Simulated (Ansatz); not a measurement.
YN:
```xyz
2
Lattice="0.0000 2.4530 2.4530 2.4530 0.0000 2.4530 2.4530 2.4530 0.0000" Properties=species:S:1:pos:R:3 pbc="T T T"
N      0.0000     0.0000     0.0000
Y      2.4530     2.4530     2.4530
```

PBE (plane waves, PAW; program Ansatz) gives a gap of 0.21 eV without spin–orbit coupling, maximum at Γ, minimum at X.

Question: What happens when spin–orbit coupling is switched on?

Answer: The gap drops by 0.02 eV, to 0.19 eV; maximum at Γ, minimum at X.

Question: How large is the spin–orbit splitting of the valence top at Γ?

Answer: The fourfold level lies 0.06 eV above the split-off pair.

Question: Give the electron effective mass with spin–orbit coupling.

Answer: 0.11, 0.11, 1.3 mₑ (principal values).

Question: Give the hole effective mass with spin–orbit coupling, band 1 of 2 at the edge.

Answer: 1.0 along [100], 0.60 along [110], 0.49 along [111] (mₑ).

Question: Give the hole effective mass with spin–orbit coupling, band 2 of 2 at the edge.

Answer: 0.23 along [100], 0.27 along [110], 0.30 along [111] (mₑ).

Question: Give the Z2 indices of the occupied bands with spin–orbit coupling.

Answer: 0;(000).

Space group Fm-3m (rock salt). The PBE relaxation kept the symmetry of its start. No spin polarisation was allowed.

Potentials: the later of the program's two PAW sets.
